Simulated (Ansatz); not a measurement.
Starting cell, TiC (rock salt):

```xyz
4
Lattice="0.0000 4.3278 4.3278 2.1639 2.1639 4.3278 2.1639 2.1639 0.0000" Properties=species:S:1:pos:R:3 pbc="T T T"
C      0.0000     0.0000     0.0000
C      2.1639     4.3278     2.1639
Ti     2.1639     2.1639     2.1639
Ti     2.1639     4.3278     4.3278
```

The atoms are displaced by Q × the pattern below (from a DFPT mode at X = (0.5, 0.5, 0.0), largest move 1; Q in Å), at fixed cell. (q is in reciprocal vectors of the primitive cell; the cell shown is doubled to hold the pattern.)

| atom | x | y | z |
|---|---|---|---|
| C1 | 0.000 | 0.000 | -0.090 |
| C2 | 0.000 | 0.000 | 0.090 |
| Ti3 | 0.000 | 0.000 | 1.000 |
| Ti4 | 0.000 | 0.000 | -1.000 |

All values below come from r2SCAN (plane waves to 500 eV, PAW, scalar-relativistic; Ansatz, a quantum-chemistry and plane-wave program). k mesh 18×18×18 (Γ-centred), Fermi-Dirac smearing 0.05 eV. The energy includes the smearing's −TS. Compression counts positive. With partly filled bands, energies and forces of such displacements shift with the k mesh and the smearing. TiC is run without spin polarisation. TiC was relaxed with its symmetry unable to fall. The zero of ΔE is the undisplaced structure.

```csv
Q (Å),ΔE (meV/cell),−dE/dQ from forces (eV/Å),P (GPa)
-0.280,1979,15.535,22.8
-0.233,1334,12.196,15.7
-0.187,834,9.297,10.0
-0.140,461,6.727,5.6
-0.093,202,4.377,2.5
-0.047,50,2.158,0.6
0.000,0,0.000,0.0
0.047,50,-2.158,0.6
0.093,202,-4.377,2.5
0.140,461,-6.727,5.6
0.187,834,-9.297,10.0
0.233,1334,-12.196,15.7
0.280,1979,-15.535,22.8
```

What the scan shows:

- Energy at Q = 0.280 Å: 1979 meV/cell
- Space group of the distorted cell: P4/nmm (No. 129), lowered from Fm-3m
- Symmetry of the curve: even: the same for both signs
- Shape of the curve: a single well with its minimum at or next to zero displacement
- Harmonic wavenumber from the curvature (finite differences): 361 cm⁻¹
- Wavenumber by perturbation theory (DFPT, on another k mesh): 361 cm⁻¹

The 13 points together took roughly 15 core-minutes.

(For displaced atoms, the force is minus the slope of the energy, and its curvature is a force constant, which sets phonon frequencies.)
